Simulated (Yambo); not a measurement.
G0W0@PBEsol for Ba2ScCuO4 (space group P4/mmm, No. 123) in Yambo (2×2×1 mesh, 7 Ry block, plasmon pole, screening fixed), without a terminator:

| bands N in G | gap M → X (eV) | shift of the valence edge (eV) |
|---|---|---|
| 90 | 2.803 | 0.069 |
| 142 | 2.755 | -0.166 |
| 214 | 2.776 | -0.296 |

### Question
Extrapolate both columns to infinite N with E(N) = E∞ + A/N, test the form, and compare with the terminator.

### Answer
From two points, E∞ = (N2 E2 − N1 E1)/(N2 − N1). The two largest N give 2.82 eV for the gap and -0.55 eV for the shift; the two smallest give 2.67 eV and -0.57 eV. For the gap the slopes A are 12 and -8.9 eV: the form isn't reached, and its limit is uncertain. For the shift the slopes A are 58 and 55 eV: the 1/N form holds. With the Bruneval-Gonze terminator and 214 bands the run gives 2.90 eV and -0.52 eV, 0.08 eV and 0.03 eV from the extrapolated values: the terminator too is an estimate of the remainder. Block, mesh and the bands in W are held fixed.

Geometry of the Materials Project entry, not relaxed at this level; primitive cell a = 4.1770 Å, b = 4.1770 Å, c = 8.0789 Å, α = 90.00°, β = 90.00°, γ = 90.00°.

The structure is a Materials Project entry; no match was found in the copy of COD used, and its stability was not checked.

A shift is the quasiparticle energy of the state minus its PBEsol energy.
